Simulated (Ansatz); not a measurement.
input.yaml

```yaml
crystal:
  lattice:
    - [3.3526146617, 0.0, 0.0]
    - [-1.6763073308, 2.9034494662, 0.0]
    - [0.0, 0.0, 14.8155907912]
  atoms:
    - { symbol: Zr, position: [0.3333333333, 0.6666666667, 0.0853462458] }
    - { symbol: Zr, position: [0.6666666667, 0.3333333333, 0.5853462458] }
    - { symbol: Zr, position: [0.6666666667, 0.3333333333, 0.9146537542] }
    - { symbol: Zr, position: [0.3333333333, 0.6666666667, 0.4146537542] }
    - { symbol: Al, position: [0.3333333333, 0.6666666667, 0.75] }
    - { symbol: Al, position: [0.6666666667, 0.3333333333, 0.25] }
    - { symbol: C, position: [0.0, 0.0, 0.0] }
    - { symbol: C, position: [0.0, 0.0, 0.5] }
basis:
  ecutwfc: 420
kpoints:
  mp_grid: { grid: [12, 12, 4] }
hamiltonian:
  xc: pbesol
scf:
  occupations: { method: gaussian, width: 0.1 }
output:
  forces: true
  stress: true
  eigenvalues: true
relax:
  adjacent_minimum: "off"
  f_tol: 0.01
  max_steps: 30
  cell: { stress_tol: 0.1, fix: [volume] }
```

Command:
```bash
ansatz run input.yaml --threads 2 --pin off --max-ram 5120MiB --backend cpu --events-out ev --progress --plain --runs-dir out
```

Method: DFT PBEsol, scalar-relativistic, plane waves, PAW (Ansatz 0.2.0).

Part of what the program printed, abridged (final results; tables in files aren't shown):

```
SCF 6 converged in 3 iterations: F = -18062.497462 eV  dr2 = 4.84e-11
SCF converged after 3 iterations
Free energy (F): -18062.497462 eV
Harris-Foulkes:  -18062.497462 eV  (|F-HF|=2.55e-11)
Internal energy: -18062.487516 eV  (E = F + TS)
E sigma→0 (E₀):  -18062.492489 eV
Entropy (-TS):   -0.009946 eV (-1.243 meV/atom)
Fermi energy:    11.033661 eV
--- Per-component energies (eV) ---
  E_band       = -435.582008
  E_kinetic    = 1548.131991
  E_local      = -4491.643093  (includes V_loc(G=0)·N_el)
  E_nonlocal   = 395.318937
  E_hartree    = 1697.051783
  E_xc         = -815.648323
  E_vxc        = -937.839385  (∫ρ·V_xc dr)
  E_paw        = -12697.733963  (= ΣΔE_a)
  E_vpaw       = -343.654174  (= ΣTr[D̂ρ^β])
  E_aug_tail   = 0.000107  (compensation charges beyond the density's cutoff)
  E_ewald      = -3698.708317
  E_core_change = 0.743361  (= ΣΔE_core)
  E_smearing   = -0.009946  (= −TS)
--- Forces (eV/Å), atoms counted from 1 ---
  atom   1  Zr     0.00000000     0.00000000     0.00005841
  atom   2  Zr     0.00000000     0.00000000     0.00005841
  atom   3  Zr     0.00000000     0.00000000    -0.00005841
  atom   4  Zr     0.00000000     0.00000000    -0.00005841
  atom   5  Al     0.00000000     0.00000000     0.00000000
  atom   6  Al     0.00000000     0.00000000     0.00000000
  atom   7  C      0.00000000     0.00000000     0.00000000
  atom   8  C      0.00000000     0.00000000     0.00000000
--- Stress (GPa, compression-positive) ---
       -6.778530       0.000000       0.000000
        0.000000      -6.778530       0.000000
        0.000000       0.000000      -6.772509
  P = ⅓ Tr σ = -6.7765 GPa (-67.765 kbar)
--- Band table (eV; the first three rows and the last of 57) ---
  k-point 0: bands = ["-37.2515", "-37.2514", "-37.1612", "-37.1612", "-15.7251", "-15.7208", "-15.1221", "-15.1171", "-15.0501", "-15.0501", "-15.0500", "-15.0500", "-14.9736", "-14.9736", "-14.9735", "-14.9735", "0.7863", "0.8483", "4.2270", "4.6068", "6.1767", "6.8007", "8.5495", "8.5495", "8.5545", "8.5545", "9.1795", "9.9800", "11.4772", "11.9819", "12.1812", "12.1812", "12.2109", "12.2109", "13.5714", "13.5714", "13.6934", "13.6934", "14.6276"]
  k-point 1: bands = ["-37.2515", "-37.2514", "-37.1612", "-37.1612", "-15.7245", "-15.7214", "-15.1214", "-15.1178", "-15.0501", "-15.0501", "-15.0500", "-15.0500", "-14.9736", "-14.9736", "-14.9735", "-14.9735", "0.7951", "0.8389", "4.2742", "4.5396", "6.2724", "6.7084", "8.5503", "8.5503", "8.5537", "8.5537", "9.2889", "9.8439", "11.5790", "11.9269", "12.1855", "12.1855", "12.2065", "12.2065", "13.5879", "13.5879", "13.6741", "13.6741", "14.6453"]
  k-point 2: bands = ["-37.2514", "-37.2514", "-37.1612", "-37.1612", "-15.7230", "-15.7230", "-15.1196", "-15.1196", "-15.0500", "-15.0500", "-15.0500", "-15.0500", "-14.9736", "-14.9736", "-14.9736", "-14.9736", "0.8167", "0.8167", "4.3975", "4.3975", "6.4918", "6.4918", "8.5520", "8.5520", "8.5520", "8.5520", "9.5550", "9.5550", "11.7742", "11.7742", "12.1959", "12.1959", "12.1959", "12.1959", "13.6297", "13.6297", "13.6297", "13.6297", "14.6870"]
  k-point 56: bands = ["-37.1393", "-37.1393", "-37.1393", "-37.1393", "-15.5597", "-15.5597", "-15.5338", "-15.5338", "-15.5330", "-15.5330", "-15.2999", "-15.2999", "-15.1538", "-15.1538", "-15.1523", "-15.1523", "1.6458", "1.6458", "7.5888", "7.5888", "7.6245", "7.6245", "8.6221", "8.6221", "8.6981", "8.6981", "9.6591", "9.6591", "10.0818", "10.0818", "10.5305", "10.5305", "11.5407", "11.5407", "12.7439", "12.7439", "13.9782", "13.9782", "14.2065"]
--- Relaxed structure (5 steps of the walk, 4 accepted, 1 SCFs on fresh bases) ---
  F+E_penalty+E_count = -18062.49746210 eV   max|allowed force component| = 5.841e-5 eV/Å   (the final SCF, on the basis selected at the relaxed cell)
  cell:  # Å, volume = 144.2171 Å³
    - [3.34898163, 0.0, 0.0]
    - [-1.67449081, 2.90030317, 0.0]
    - [0.0, 0.0, 14.84775258]
  atoms:
    - { symbol: Zr, position: [0.33333333, 0.66666666, 0.08432875] }
    - { symbol: Zr, position: [0.66666666, 0.33333333, 0.58432875] }
    - { symbol: Zr, position: [0.66666666, 0.33333333, 0.91567124] }
    - { symbol: Zr, position: [0.33333333, 0.66666666, 0.41567124] }
    - { symbol: Al, position: [0.33333333, 0.66666666, 0.74999999] }
    - { symbol: Al, position: [0.66666666, 0.33333333, 0.24999999] }
    - { symbol: C, position: [0.0, 0.0, 0.0] }
    - { symbol: C, position: [0.0, 0.0, 0.49999999] }
```

The relaxation met its thresholds.

It took 42 s on 2 threads of Arm Neoverse V2 (shared host), peak memory 0.58 GiB.